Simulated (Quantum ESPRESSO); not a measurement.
# Computed records: Ga3GeN4 (made-up cell)

Computed with Quantum ESPRESSO 7.5. Calculation on a made-up crystal cell, not a measurement: periodic Kohn-Sham density functional theory in plane waves with PseudoDojo standard norm-conserving scalar-relativistic pseudopotentials, each functional with its own files (v0.5 for PBE, v0.4.1 for LDA and PBEsol), no spin polarisation, no spin-orbit coupling, atoms not relaxed, stress positive in tension, energies less a fixed whole-eV offset for each atom's element; levels are Kohn-Sham levels at fractions of this cell's reciprocal vectors, counted from the reference band (half the neutral cell's valence electrons, rounded up) at Gamma; error bars cover cutoff and k-mesh only, not smearing or the files; added strain carries the atoms with the cell, and shear is the tensor component; each bar is the largest change over components, and at least 0.002 eV, 0.002 eV per angstrom or 0.02 GPa; energies are for the whole cell, and the offsets were chosen from early runs and are not element reference energies.

```json
{"formula": "Ga3GeN4", "kind": "made-up cell", "structure": {"cell_angstrom": [[3.5176, 0.023, -0.0517], [0.0398, 6.1739, -0.0223], [-0.0844, -0.021, 5.786]], "atoms_fractional": [["Ga", -0.01564, 0.00357, -0.00913], ["Ga", 0.51046, 0.50176, 0.00304], ["Ga", 0.49563, 0.16766, 0.49657], ["Ge", -0.00447, 0.66166, 0.49539], ["N", -0.00517, -0.00482, 0.37209], ["N", 0.52552, 0.50317, 0.37212], ["N", 0.49653, 0.16888, 0.87118], ["N", 0.00397, 0.66435, 0.87202]]}, "given": {"lattice_type": "wurtzite", "functional": "pbe", "cutoff [eV]": 1143, "fermi_dirac_smearing [eV]": 0.1, "scf_tolerance [eV]": 1e-07, "electrons_removed": 0, "k_mesh": "7 x 6 x 6, shifted by half a step", "atom_site": [1, 2, 3, 4, 5, 6, 7, 8], "atom_energy_offset [eV]": [-2080, -2080, -2080, -2430, -283, -283, -283, -283]}, "results": {"stress_zz [GPa]": null, "stress_xz [GPa]": null, "pressure [GPa]": null, "stress_yy [GPa]": null}}
```

Questions
1. Give the missing stress zz for Ga3GeN4 (made-up cell).
2. Estimate the stress xz of Ga3GeN4 (made-up cell).
3. Give the missing pressure for Ga3GeN4 (made-up cell).
4. What stress yy does the calculation give for Ga3GeN4 (made-up cell)?
5. Give the table of forces values for Ga3GeN4 (made-up cell).

Calculated values
1. 21.74 GPa
2. -1.202 GPa
3. -21.26 GPa
4. 22.38 GPa
5. 
Forces:
```
site  x (eV/Å)  y (eV/Å)  z (eV/Å)
   1     0.196  -0.01397   0.01861
   2  -0.06382   -0.1652   -0.5539
   3    0.1063   -0.3735    0.1357
   4    0.3039    0.3722    0.1471
   5  -0.03352    0.2974   0.04919
   6   -0.3839   -0.2538   0.03413
   7  -0.03602   0.01764    0.0131
   8  -0.08902    0.1193    0.1561
```

Further results for Ga3GeN4 (made-up cell):

| Quantity | Value |
| --- | --- |
| free energy less offsets | 0.5469 eV |
| smearing term minus ts | -0.05992 eV |
| scf iterations | 15 |
| stress xx | 19.68 GPa |
| stress yz | -0.5289 GPa |
| stress xy | 1.002 GPa |
| fermi level | 2.179 eV |
| reference band | 37 |
| error bar energy | 0.00239 eV |
| error bar stress | 0.02 GPa |
| error bar force | 0.007777 eV/Å |
| error bar next band up | 0.002 eV |
| error bar fermi level | 0.01233 eV |
| error bars from | tighter rerun of a related cell |

Levels:
```
level k point  next band up (eV)
        Gamma              1.801
(1/2,1/2,1/2)              2.748
   (0.15,0,0)               2.71
   (0,0.15,0)              2.113
   (0,0,0.15)               1.87
```
